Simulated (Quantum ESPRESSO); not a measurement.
## TaHfWO7F (one run as intended and one with a planted mistake)

Computed values, not a measurement. The program is pw.x of Quantum ESPRESSO 7.5 (plane-wave density functional theory). The cell is made up: 11 atoms on a rutile lattice with one site empty, with randomly drawn elements, strain and displacements, not relaxed. PseudoDojo standard norm-conserving files (v0.5 for PBE, v0.4.1 for LDA and PBEsol) set the functional; there is no spin polarisation, spin-orbit coupling or dispersion term, and the masses in the input are unused placeholders.

The hafnium pseudopotential is less sure than the others, with forces about 3 percent (worst 6) and pressure in oxides about 1.5 GPa (worst 2.7) from a second method in checks, which no rerun with the same files tests.

Intended input:

```
&control calculation='scf', pseudo_dir='./dojo.nc.sr.pbe.v0_5.standard.upf', outdir='./o', disk_io='medium', tprnfor=.true., tstress=.true. /
&system ibrav=0, nat=11, ntyp=5, nbnd=50, ecutwfc=84.00895049, nosym=.true., tot_charge=0,
 occupations='smearing', smearing='fd', degauss=0.0018374661
/
&electrons conv_thr=7.350e-09, electron_maxstep=60, /
ATOMIC_SPECIES
F 1.0 F.upf
Hf 1.0 Hf.upf
O 1.0 O.upf
Ta 1.0 Ta.upf
W 1.0 W.upf
CELL_PARAMETERS angstrom
4.9175 0.0293 -0.0146
0.0293 5.017 -0.0397
-0.0194 -0.0526 6.5072
ATOMIC_POSITIONS angstrom
Ta 0.0199 0.0012 0.0175
Hf 2.3898 2.5269 1.6104
W 2.4344 2.4924 4.8956
O 1.5118 1.6061 -0.0412
F 3.4085 3.4824 -0.0546
O 3.935 1.0028 1.5536
O 0.9691 4.0792 1.6255
O 1.4745 1.5075 3.1917
O 3.4157 3.49 3.2095
O 3.9179 0.915 4.9011
O 0.9735 4.0039 4.7926
K_POINTS automatic
5 4 4 1 1 1
```

The log is shortened where brackets say so; the opening notice, blank lines, dates and the lines on written files are dropped, and the path of the files is cut. It prints rydbergs, bohrs and kilobars, and counts compression as positive stress. Where no state is partly filled, the Fermi energy that it prints is only some level between the filled and the empty states on the mesh, and need not lie in the true gap.

Log of the intended run:

```
     Program PWSCF v.7.5
     Parallel version (MPI & OpenMP), running on       1 processor cores
     Number of MPI processes:                 1
     Threads/MPI process:                     1
     [start-up lines left out]
     bravais-lattice index     =            0
     lattice parameter (alat)  =       9.2929  a.u.
     unit-cell volume          =    1083.2598 (a.u.)^3
     number of atoms/cell      =           11
     number of atomic types    =            5
     number of electrons       =        88.00
     number of Kohn-Sham states=           50
     kinetic-energy cutoff     =      84.0090  Ry
     charge density cutoff     =     336.0358  Ry
     scf convergence threshold =      7.3E-09
     mixing beta               =       0.7000
     number of iterations used =            8  plain     mixing
     Exchange-correlation= PBE
                           (   1   4   3   4   0   0   0)
     [axes and pseudopotential details left out]
   Cartesian axes
     site n.     atom                  positions (alat units)
         1        Ta     tau(   1) = (   0.0040467   0.0002440   0.0035586  )
         2        Hf     tau(   2) = (   0.4859679   0.5138473   0.3274762  )
         3        W      tau(   3) = (   0.4950373   0.5068317   0.9955245  )
         4        O      tau(   4) = (   0.3074258   0.3266018  -0.0083781  )
         5        F      tau(   5) = (   0.6931214   0.7081490  -0.0111030  )
         6        O      tau(   6) = (   0.8001856   0.2039202   0.3159259  )
         7        O      tau(   7) = (   0.1970673   0.8295088   0.3305468  )
         8        O      tau(   8) = (   0.2998408   0.3065514   0.6490349  )
         9        O      tau(   9) = (   0.6945855   0.7096945   0.6526546  )
        10        O      tau(  10) = (   0.7967083   0.1860660   0.9966429  )
        11        O      tau(  11) = (   0.1979621   0.8141965   0.9745793  )
     number of k points=    40  Fermi-Dirac smearing, width (Ry)=  0.0018
                       cart. coord. in units 2pi/alat
        k(    1) = (   0.0995554   0.1226999   0.0957534), wk =   0.0500000
        k(    2) = (   0.1001075   0.1241918   0.2846966), wk =   0.0500000
     [further k points left out]
     Dense  grid:   112681 G-vectors     FFT dimensions: (  60,  60,  72)
     Estimated max dynamical RAM per process >     193.39 MB
     Initial potential from superposition of free atoms
     starting charge      87.9967, renormalised to      88.0000
     Starting wfcs are   62 randomized atomic wfcs
     total cpu time spent up to now is       27.5 secs
     per-process dynamical memory:   117.0 Mb
     Self-consistent Calculation
     iteration #  1     ecut=    84.01 Ry     beta= 0.70
     Davidson diagonalization with overlap
     ethr =  1.00E-02,  avg # of iterations =  2.0
     total cpu time spent up to now is       87.2 secs
     total energy              =    -671.62430683 Ry
     estimated scf accuracy    <       7.10149367 Ry
     iteration #  2     ecut=    84.01 Ry     beta= 0.70
     Davidson diagonalization with overlap
     ethr =  8.07E-03,  avg # of iterations =  6.6
     total cpu time spent up to now is      202.2 secs
     total energy              =    -665.79151355 Ry
     estimated scf accuracy    <      92.11924402 Ry
     [iterations 3 to 19 left out]
     iteration # 20     ecut=    84.01 Ry     beta= 0.70
     Davidson diagonalization with overlap
     ethr =  4.54E-11,  avg # of iterations =  2.0
     total cpu time spent up to now is     1303.7 secs
     total energy              =    -675.90824305 Ry
     estimated scf accuracy    <       0.00000001 Ry
     iteration # 21     ecut=    84.01 Ry     beta= 0.70
     Davidson diagonalization with overlap
     ethr =  1.24E-11,  avg # of iterations =  2.0
     total cpu time spent up to now is     1359.2 secs
     End of self-consistent calculation
     [lines on levels left out]
     the Fermi energy is     6.5316 ev
!    total energy              =    -675.90824305 Ry
     estimated scf accuracy    <          2.2E-09 Ry
     smearing contrib. (-TS)   =      -0.00000000 Ry
     internal energy E=F+TS    =    -675.90824305 Ry
     The total energy is F=E-TS. E is the sum of the following terms:
     one-electron contribution =    -261.50242916 Ry
     hartree contribution      =     165.09312931 Ry
     xc contribution           =    -159.09783512 Ry
     ewald contribution        =    -420.40110807 Ry
     convergence has been achieved in  21 iterations
     Forces acting on atoms (cartesian axes, Ry/au):
     atom    1 type  4   force =     0.03752536    0.10265097    0.09882495
     atom    2 type  2   force =    -0.01787599   -0.03130116    0.23460888
     atom    3 type  5   force =    -0.07348488   -0.06540423   -0.41527634
     atom    4 type  3   force =    -0.01414410   -0.01791023   -0.07268172
     atom    5 type  1   force =     0.03825960    0.03314121   -0.00873649
     atom    6 type  3   force =     0.01918104   -0.01936020   -0.16150877
     atom    7 type  3   force =    -0.01004860    0.00215151   -0.16902191
     atom    8 type  3   force =     0.09783208    0.10498693    0.12017055
     atom    9 type  3   force =    -0.09154566   -0.10266859    0.12160936
     atom   10 type  3   force =    -0.06327791    0.07646826    0.11678750
     atom   11 type  3   force =     0.07757905   -0.08275449    0.13522398
     Total force =     0.668966     Total SCF correction =     0.000131
     Computing stress (Cartesian axis) and pressure
          total   stress  (Ry/bohr**3)                   (kbar)     P=     -244.36
  -0.00125906   0.00066692   0.00009817         -185.21       98.11       14.44
   0.00066692  -0.00146868   0.00015888           98.11     -216.05       23.37
   0.00009817   0.00015888  -0.00225570           14.44       23.37     -331.83
     init_run     :     26.03s CPU     27.27s WALL (       1 calls)
     electrons    :   1290.69s CPU   1331.70s WALL (       1 calls)
     forces       :     10.62s CPU     10.75s WALL (       1 calls)
     stress       :     39.18s CPU     40.77s WALL (       1 calls)
     [timing details left out]
     PWSCF        :  22m46.91s CPU  23m31.30s WALL
     JOB DONE.
```

A second run has one planted mistake: two atoms have their elements exchanged. The input lines that differ, file-writing options aside:

```
- F 3.4085 3.4824 -0.0546
+ O 3.4085 3.4824 -0.0546
- O 0.9691 4.0792 1.6255
+ F 0.9691 4.0792 1.6255
```

Its log:

```
     Program PWSCF v.7.5
     Parallel version (MPI & OpenMP), running on       4 processor cores
     Number of MPI processes:                 4
     Threads/MPI process:                     1
     [start-up lines left out]
     bravais-lattice index     =            0
     lattice parameter (alat)  =       9.2929  a.u.
     unit-cell volume          =    1083.2598 (a.u.)^3
     number of atoms/cell      =           11
     number of atomic types    =            5
     number of electrons       =        88.00
     number of Kohn-Sham states=           50
     kinetic-energy cutoff     =      84.0090  Ry
     charge density cutoff     =     336.0358  Ry
     scf convergence threshold =      7.3E-09
     mixing beta               =       0.7000
     number of iterations used =            8  plain     mixing
     Exchange-correlation= PBE
                           (   1   4   3   4   0   0   0)
     [axes and pseudopotential details left out]
   Cartesian axes
     site n.     atom                  positions (alat units)
         1        Ta     tau(   1) = (   0.0040467   0.0002440   0.0035586  )
         2        Hf     tau(   2) = (   0.4859679   0.5138473   0.3274762  )
         3        W      tau(   3) = (   0.4950373   0.5068317   0.9955245  )
         4        O      tau(   4) = (   0.3074258   0.3266018  -0.0083781  )
         5        O      tau(   5) = (   0.6931214   0.7081490  -0.0111030  )
         6        O      tau(   6) = (   0.8001856   0.2039202   0.3159259  )
         7        F      tau(   7) = (   0.1970673   0.8295088   0.3305468  )
         8        O      tau(   8) = (   0.2998408   0.3065514   0.6490349  )
         9        O      tau(   9) = (   0.6945855   0.7096945   0.6526546  )
        10        O      tau(  10) = (   0.7967083   0.1860660   0.9966429  )
        11        O      tau(  11) = (   0.1979621   0.8141965   0.9745793  )
     number of k points=    40  Fermi-Dirac smearing, width (Ry)=  0.0018
                       cart. coord. in units 2pi/alat
        k(    1) = (   0.0995554   0.1226999   0.0957534), wk =   0.0500000
        k(    2) = (   0.1001075   0.1241918   0.2846966), wk =   0.0500000
     [further k points left out]
     Dense  grid:   112681 G-vectors     FFT dimensions: (  60,  60,  72)
     Estimated max dynamical RAM per process >     300.85 MB
     Estimated total dynamical RAM >       1.09 GB
     Initial potential from superposition of free atoms
     starting charge      87.9967, renormalised to      88.0000
     Starting wfcs are   62 randomized atomic wfcs
     total cpu time spent up to now is        7.3 secs
     per-process dynamical memory:   225.3 Mb
     Self-consistent Calculation
     iteration #  1     ecut=    84.01 Ry     beta= 0.70
     Davidson diagonalization with overlap
     ethr =  1.00E-02,  avg # of iterations =  2.0
     total cpu time spent up to now is       19.3 secs
     total energy              =    -672.29607652 Ry
     estimated scf accuracy    <       6.40784865 Ry
     iteration #  2     ecut=    84.01 Ry     beta= 0.70
     Davidson diagonalization with overlap
     ethr =  7.28E-03,  avg # of iterations =  7.2
     total cpu time spent up to now is       38.4 secs
     total energy              =    -666.82241148 Ry
     estimated scf accuracy    <      77.10384564 Ry
     [iterations 3 to 18 left out]
     iteration # 19     ecut=    84.01 Ry     beta= 0.70
     Davidson diagonalization with overlap
     ethr =  1.97E-11,  avg # of iterations =  4.4
     total cpu time spent up to now is      265.1 secs
     total energy              =    -676.05597887 Ry
     estimated scf accuracy    <       0.00000001 Ry
     iteration # 20     ecut=    84.01 Ry     beta= 0.70
     Davidson diagonalization with overlap
     ethr =  1.21E-11,  avg # of iterations =  2.0
     total cpu time spent up to now is      276.4 secs
     End of self-consistent calculation
     [lines on levels left out]
     the Fermi energy is     6.6829 ev
!    total energy              =    -676.05597887 Ry
     estimated scf accuracy    <          4.1E-09 Ry
     smearing contrib. (-TS)   =      -0.00000000 Ry
     internal energy E=F+TS    =    -676.05597887 Ry
     The total energy is F=E-TS. E is the sum of the following terms:
     one-electron contribution =    -257.88503960 Ry
     hartree contribution      =     163.43559612 Ry
     xc contribution           =    -159.12836724 Ry
     ewald contribution        =    -422.47816815 Ry
     convergence has been achieved in  20 iterations
     Forces acting on atoms (cartesian axes, Ry/au):
     atom    1 type  4   force =    -0.13196970    0.10917215   -0.06820294
     atom    2 type  2   force =     0.08596247   -0.06408364    0.18108416
     atom    3 type  5   force =     0.00281710    0.02288407   -0.27329092
     atom    4 type  3   force =    -0.03014930   -0.03146844   -0.05115954
     atom    5 type  3   force =     0.01810084    0.01637985   -0.04587027
     atom    6 type  3   force =     0.03029311   -0.02615272   -0.15177300
     atom    7 type  1   force =    -0.00475245    0.00399635   -0.05957579
     atom    8 type  3   force =     0.08975887    0.09899102    0.09258534
     atom    9 type  3   force =    -0.09553183   -0.10160057    0.09789761
     atom   10 type  3   force =    -0.03295697    0.04719043    0.13861471
     atom   11 type  3   force =     0.06842785   -0.07530851    0.13969065
     Total force =     0.544784     Total SCF correction =     0.000113
     Computing stress (Cartesian axis) and pressure
          total   stress  (Ry/bohr**3)                   (kbar)     P=     -260.36
  -0.00136913   0.00027159   0.00015307         -201.41       39.95       22.52
   0.00027159  -0.00149309  -0.00008022           39.95     -219.64      -11.80
   0.00015307  -0.00008022  -0.00244750           22.52      -11.80     -360.04
     init_run     :      6.94s CPU      7.16s WALL (       1 calls)
     electrons    :    267.53s CPU    269.08s WALL (       1 calls)
     forces       :      2.49s CPU      2.54s WALL (       1 calls)
     stress       :      8.57s CPU      8.77s WALL (       1 calls)
     [timing details left out]
     PWSCF        :   4m45.75s CPU   4m47.89s WALL
     JOB DONE.
```

|  | intended run | run with the mistake |
| --- | --- | --- |
| free energy (eV) | -9196.200 | -9198.210 |
| smearing term -TS (eV) | 0.0000 | 0.0000 |
| pressure (GPa) | -24.44 | -26.04 |
| largest force component (eV/Å) | 10.677 | 7.027 |
| largest change of a force component (eV/Å) |  | 4.358 |
| iterations | 21 | 20 |

For scale, a rerun of the intended cell at a cutoff of 1437 eV and k mesh 7 x 6 x 6 moved values by no more than 0.005 eV in energy, 0.03 GPa in stress and 0.003 eV/Å in force.